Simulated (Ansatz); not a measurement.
Magnetic orders of CoSn$_{3}$

Theory: DFT PBEsol, scalar-relativistic, plane waves, PAW (Ansatz).

```
Sn Co
1.0
     0.00000    3.47931    3.47931
     3.47931    0.00000    3.47931
     3.47931    3.47931    0.00000
Sn Co
3 1
Direct
  0.25000 0.25000 0.25000
  0.75000 0.75000 0.75000
  0.50000 0.50000 0.50000
  0.00000 0.00000 0.00000
```

| Item | Value |
| --- | --- |
| plane-wave cutoff | 420 eV |
| Γ-centred k-mesh | 10×10×10 |
| occupation rule | Gaussian smearing, 0.1 eV |
| list of starting moments (μB, in atom order) | 0 0 0 2 |
| check for lower electronic states after the SCF | off |

Each order was relaxed in cell and atoms. Site moments are spin moments in atom-centred spheres that scale with the neighbour distance. The states are those that the runs reached from these starts; a lower one can exist. No antiferromagnetic start is among these.

**Question.** Starts tried: no spin; ferromagnetic. Which state comes out lowest, and what are the moments?

**Answer.** Of the states reached here, with no antiferromagnetic start among them, the lowest is ferromagnetic, reached from the start “ferromagnetic”, with site moments (μB) Co +0.98.

| start | ends | energy above lowest (meV/atom) | site moments (μB) | gap on mesh (eV) | volume (Å³/atom) |
| --- | --- | --- | --- | --- | --- |
| no spin | non-magnetic | 5.00 | none over 0.05 | metal | 20.86 |
| ferromagnetic | ferromagnetic | 0.00 | Co +0.98 | metal | 21.06 |

Cost: 2 runs of about 1.4 core-minutes in all, on Intel Xeon Platinum 8259CL (Skylake/Cascade Lake) (shared hosts).